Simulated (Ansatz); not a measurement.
Squeezing Li (bcc type)

```xyz
1
Lattice="-1.7159 1.7159 1.7159 1.7159 -1.7159 1.7159 1.7159 1.7159 -1.7159" Properties=species:S:1:pos:R:3 pbc="T T T"
Li    0.0000    0.0000    0.0000
```

The cell comes from a relaxation on PAW files under the same functional.

Its volume is scaled at fixed shape and fractional positions.

Computed with Ansatz 0.2.0; functional PBEsol, scalar-relativistic. Settings: a Γ-centred 16×16×16 k mesh, Fermi–Dirac smearing of 0.08 eV, no spin polarisation. Methods: LAPW: all electrons, basis error target 1 meV/atom; PAW: frozen-core files, cutoff 420 eV; crystal datasets: all electrons, by PAW datasets that the program makes for each cell; norm-conserving: pseudopotentials, cutoff 1007 eV; PAW (cutoff 250 eV): frozen-core files, cutoff 250 eV.

Energies are extrapolated to zero smearing and count from the unscaled cell; pressure is positive in compression; gaps take the mesh and a band path. No temperature or zero-point motion is included.

The PAW files were made under PBE.

```json
{"V/V0": "1.00", "V (Å³/atom)": "20.21", "P LAPW (GPa)": "0.03", "ΔE LAPW (eV/atom)": "0.000", "P PAW − LAPW (GPa)": "0.00", "ΔE PAW − LAPW (meV/atom)": "0.0"}
{"V/V0": "0.92", "V (Å³/atom)": "18.59", "P LAPW (GPa)": "1.35", "ΔE LAPW (eV/atom)": "0.006", "P PAW − LAPW (GPa)": "0.00", "ΔE PAW − LAPW (meV/atom)": "0.1"}
{"V/V0": "0.84", "V (Å³/atom)": "16.98", "P LAPW (GPa)": "3.24", "ΔE LAPW (eV/atom)": "0.029", "P PAW − LAPW (GPa)": "0.00", "ΔE PAW − LAPW (meV/atom)": "0.1"}
{"V/V0": "0.76", "V (Å³/atom)": "15.36", "P LAPW (GPa)": "?", "ΔE LAPW (eV/atom)": "?", "P PAW − LAPW (GPa)": "?", "ΔE PAW − LAPW (meV/atom)": "?"}
{"V/V0": "0.68", "V (Å³/atom)": "13.74", "P LAPW (GPa)": "10.15", "ΔE LAPW (eV/atom)": "0.155", "P PAW − LAPW (GPa)": "0.00", "ΔE PAW − LAPW (meV/atom)": "0.2"}
{"V/V0": "0.60", "V (Å³/atom)": "12.13", "P LAPW (GPa)": "16.57", "ΔE LAPW (eV/atom)": "0.287", "P PAW − LAPW (GPa)": "-0.01", "ΔE PAW − LAPW (meV/atom)": "0.2"}
{"V/V0": "0.52", "V (Å³/atom)": "10.51", "P LAPW (GPa)": "26.9", "ΔE LAPW (eV/atom)": "0.502", "P PAW − LAPW (GPa)": "-0.01", "ΔE PAW − LAPW (meV/atom)": "0.1"}
{"V/V0": "0.45", "V (Å³/atom)": "9.09", "P LAPW (GPa)": "41.9", "ΔE LAPW (eV/atom)": "0.801", "P PAW − LAPW (GPa)": "-0.02", "ΔE PAW − LAPW (meV/atom)": "0.0"}
```

**Question.** Fit the Vinet equation to the LAPW pressures shown (residuals weighted by 1/(|P| + 0.03·Pmax)), and predict the pressure of the withheld row.

**Answer.** The fit gives V0 = 20.27 Å³/atom, B0 = 13.1 GPa and B0′ = 3.75. At 15.36 Å³/atom, x = (V/V0)^(1/3) = 0.9117, and P = 3·B0·(1 − x)/x²·exp[1.5·(B0′ − 1)·(1 − x)] = 6.02 GPa. The run itself gave 6.01 GPa (+0.3 % off) and ΔE = 0.075 eV/atom.

**Question.** From the table, what is the rise of the enthalpy H = E + pV up to the last row, and how stiff is the crystal between the last two rows?

**Answer.** ΔH = 0.801 eV + (41.9 GPa × 9.09 Å³ − 0.03 GPa × 20.21 Å³) × 0.006242 eV/(GPa·Å³) = 3.18 eV/atom, of which pV makes 75 %. The mean bulk modulus there is −ΔP/Δln V = 104 GPa.

**Question.** At the smallest volume, how far do crystal datasets and norm-conserving and PAW (cutoff 250 eV) lie from LAPW in pressure?

**Answer.** crystal datasets: +0.01 GPa; norm-conserving: +0.22 GPa; PAW (cutoff 250 eV): +0.26 GPa, on a LAPW pressure of 41.9 GPa.
